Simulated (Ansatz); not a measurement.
TaSi2 (MoSi2 or CaC2 type, I4/mmm) under volume change, PBE (plane waves, PAW; program Ansatz), shape and atoms relaxed at each volume.

```
V (Å³/atom)  E − E(relaxed) (meV/atom)  P (GPa)
-----------  -------------------------  -------
13.426                            78.8    20.67
13.869                            33.1    12.65
14.312                             7.8     5.82
14.754                             0.0     0.00
15.197                             7.0    -4.95
15.640                            26.6    -9.14
16.082                            56.9   -12.68
```

Question: What does a third-order Birch–Murnaghan fit give for V₀, B₀ and B′?

Answer: V₀ = 14.75 Å³/atom, B₀ = 178 GPa, B′ = 4.4.

A made-up cell: these elements were put on the sites of a structure type; neither database checked (COD, Materials Project) lists it. COD files the formula under space group No. 180, 181, so this cell is another polymorph or a model. Its standing as an ambient phase is unchecked. The PBE relaxation kept the symmetry of its start; its stability against distortions is not shown here. The run is not spin-polarised. Spin–orbit coupling is left out wherever it is not named.

Potentials: the later of the program's two PAW sets.
